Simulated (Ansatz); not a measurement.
## YSi2 in Ansatz, relaxation

The input file (Ansatz 0.2.0, plane waves):

```yaml
crystal:
  lattice:
    - [0.0, 3.474584, 0.0]
    - [3.474584, 0.0, 0.0]
    - [1.737292, 1.737292, -4.667664]
  atoms:
    - { symbol: "Y", position: [0.0, 0.0, 0.0] }
    - { symbol: Si, position: [0.333, 0.333, 0.334] }
    - { symbol: Si, position: [0.667, 0.667, 0.666] }
  symmetry: { tolerance: 0.0003 }
kpoints:
  mp_grid: { grid: [9, 9, 9], shift: [0, 0, 0] }
magnetization:
  spin_polarized: false
scf:
  occupations: { method: fermi_dirac }
  lower_state_search: "off"
hamiltonian:
  pseudopotentials: { kind: paw }
  xc: r2scan
basis:
  ecutwfc: 500
  fft_grid_basis: typed
relax:
  max_steps: 80
  cell: { p_target: 0.0 }
output:
  forces: true
  stress: true
  eigenvalues: true
  bader: true
  populations: true
  elf: true
  write_potential: true
  volumetric_format: npy
  dos:
    e_range: [-12, 8]
    de: 0.05
    projected: { site_lists: { Si: [Si], "Y": ["Y"] } }
checkpoint:
  read: saved_state
```

Run with:

```bash
ansatz run input.yaml --threads 2 --pin off --max-ram 3584MiB --backend cpu --events-out ev --progress --plain --runs-dir out
```

Origin of the cell: a known structure type with other elements, at an estimated volume, so it need not be a known compound.

The smearing width isn't typed, so it takes its default of 0.1 eV.

The saved state is a converged single point of the same cell.

Steps («new basis» is an SCF on plane waves selected anew at the same cell):

```
step  ΔF (meV/atom)  max force component (eV/Å)  P (GPa)  volume (Å³)  SCF iterations   step was
   1            0.0                       1.910     6.48        56.35               5   accepted
   2         -237.1                       1.298    -2.08        59.53               7   accepted
   3         -338.6                       0.380     0.03        58.06               7   accepted
   4         -351.5                       0.064    -0.59        57.83               6   accepted
   5         -353.7                       0.035    -0.05        57.23               6   accepted
   6         -353.8                       0.001     0.08        57.14               4   accepted
   7         -353.8                       0.000     0.00        57.19               4   accepted
   8         -353.9                       0.000     0.00        57.19               5  new basis
```

The starting structure.

Space group I4/mmm (No. 139); the run's cell has a = 3.475 Å, b = 3.475 Å, c = 5.275 Å, α = 70.77°, β = 70.77°, γ = 90.00°. Shortest distances: Si–Si 2.90 Å, Si–Y 2.91 Å, Y–Y 3.47 Å.

The relaxed structure.

Space group I4/mmm (No. 139); the run's cell has a = 3.389 Å, b = 3.389 Å, c = 5.526 Å, α = 72.14°, β = 72.14°, γ = 90.00°. Shortest distances: Si–Si 2.56 Å, Si–Y 2.94 Å, Y–Y 3.39 Å.

```
CELL_PARAMETERS angstrom
0.00000 3.38918 0.00000
3.38918 0.00000 0.00000
1.69459 1.69459 -4.97883
ATOMIC_POSITIONS crystal
Y 0.00000 0.00000 0.00000
Si 0.29497 0.29497 0.41005
Si 0.70503 0.70503 0.58995
```

```
Free energy lowered by  : 353.9 meV/atom
Volume change           : 1.49 %
Final pressure          : 0.00 GPa
Relaxation steps listed : 8
```

Caveats: no moments, though an odd count or open d shells may carry them; the relaxation held the start's symmetry, so the end may be a saddle point.

Time: 27 s of wall time on 2 CPU thread(s) of a shared host, from a saved density.
